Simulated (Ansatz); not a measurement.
SrTl (Pm-3m), clamped-ion strain scan

Level of theory: DFT r2SCAN, scalar-relativistic, plane waves, PAW (Ansatz 0.2.0). The runs took a 500 eV cutoff, a Γ-centred 12×12×12 mesh and Gaussian smearing (0.15 eV). Spin–orbit coupling is left out, which can shift energies with elements as heavy as these. No spin polarisation. Energies are free energies at this smearing, counted from the undisturbed cell; pressure is positive in compression.

Zero of the scan (as given, not relaxed at this level; it stands at 0.7 GPa, and it needn't be the usual structure):

```
CELL_PARAMETERS angstrom
4.03200 0.00000 0.00000
0.00000 4.03200 0.00000
0.00000 0.00000 4.03200
ATOMIC_POSITIONS crystal
Sr 0.00000 0.00000 0.00000
Tl 0.50000 0.50000 0.50000
```

The cell is strained by ε times the Voigt pattern (0, 0, 0, 0, 0, 1) (xx, yy, zz, yz, xz, xy; engineering shear) with fractional coordinates fixed. The cell is metallic on the mesh throughout.

```
      ε  ΔE (meV/atom) stress summed along the pattern (GPa, tension positive) pressure (GPa)
-0.0200            1.2                                                    -0.56             0.8
-0.0100            0.3                                                    -0.28             0.7
 0.0000            0.0                                                     0.00             0.7
 0.0025            0.0                                                     0.07             0.7
 0.0050            0.1                                                     0.14             0.7
 0.0075            0.2                                                     0.21             0.7
 0.0125            0.5                                                     0.35             0.7
 0.0150            0.7                                                     0.42             0.7
 0.0175            0.9                                                     0.49             0.7
```

By symmetry 0.0200 repeats -0.0200, -0.0150 repeats 0.0150, 0.0100 repeats -0.0100, -0.0050 repeats 0.0050 in energy, with the opposite slope along the path.